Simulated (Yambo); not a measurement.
Yambo run on KIO3 (space group R3m, No. 160). The wavefunctions are LDA (pw.x of Quantum ESPRESSO, ONCV potentials, no spin-orbit coupling) ones on a 4×4×4 mesh (17 occupied bands); a = 4.438 Å, b = 4.438 Å, c = 4.438 Å, α = 88.67°, β = 88.67°, γ = 88.67°.

Yambo input:

```
rim_cut
gw0
dyson
el_el_corr
HF_and_locXC
ppa
em1d
RandQpts= 1000000
RandGvec= 1 Ry
EXXRLvcs= 84 Ry
VXCRLvcs= 336 Ry
Chimod= "HARTREE"
% BndsRnXp
 1 | 126 |
%
NGsBlkXp= 1 Ry
% LongDrXp
 1.0 | 1.0 | 1.0 |
%
PPAPntXp= 27.2114 eV
% GbndRnge
 1 | 126 |
%
GTermKind= "BG"
DysSolver= "n"
ExtendOut
% QPkrange
 13 | 13 | 17 | 18 |
%
```

k points by index: 13 = Z.

Table of the .qp output:

```
#    K-point    Band    Eo [eV]    E [eV]    E-Eo [eV]    Vxc [eV]    Vnlxc [eV]    Sc|Eo [eV]    Sc|E [eV]    dSc/dw|Eo [eV]    Re(Z)    Im(Z)
#
    13    17    0.000000    -0.715395    -0.715395    -16.81783    -19.98581    2.322548    2.452593    -4.945883    0.846196    -0.001104
    13    18    2.449915    3.573089    1.123173    -13.72256    -10.03062    -2.373832    -2.568764    -4.722298    0.852120    -0.001046
```
(The two width columns are left out.) Convergence of these settings isn't established.

Geometry of the Materials Project entry, not relaxed at this level.
